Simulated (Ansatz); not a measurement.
InP (NiAs type, space group No. 194) at seven volumes, PBE (plane waves, PAW; program Ansatz), shape and atoms relaxed at each. One row is withheld.

```json
[
 {"V (Å³/atom)": "19.659", "P (GPa)": "8.43"},
 {"V (Å³/atom)": "20.307", "P (GPa)": "?"},
 {"V (Å³/atom)": "20.955", "P (GPa)": "2.32"},
 {"V (Å³/atom)": "21.603", "P (GPa)": "0.00"},
 {"V (Å³/atom)": "22.251", "P (GPa)": "-1.94"},
 {"V (Å³/atom)": "22.899", "P (GPa)": "-3.58"},
 {"V (Å³/atom)": "23.547", "P (GPa)": "-4.95"}
]
```

Problem. Fit the shown pressures and predict the withheld one.

Solution. P = (3/2)B₀(x^(7/2) − x^(5/2))[1 + (3/4)(B′ − 4)(x − 1)] with x = (V₀/V)^(2/3). Least squares on the six rows gives V₀ = 21.603 Å³/atom, B₀ = 70.9 GPa, B′ = 4.90. At V = 20.307, x = 1.0421 and P = 5.11 GPa. The run itself gave 5.11 GPa.

Space group P6_3/mmc (NiAs type). The cell is a constructed one: a structure type filled with these elements; neither database checked (COD, Materials Project) lists it. It is not the phase usual at ambient conditions (space group No. 216). The PBE relaxation kept the symmetry of its start; whether a distortion lowers the energy is not shown.

Potentials: the later of the program's two PAW sets.
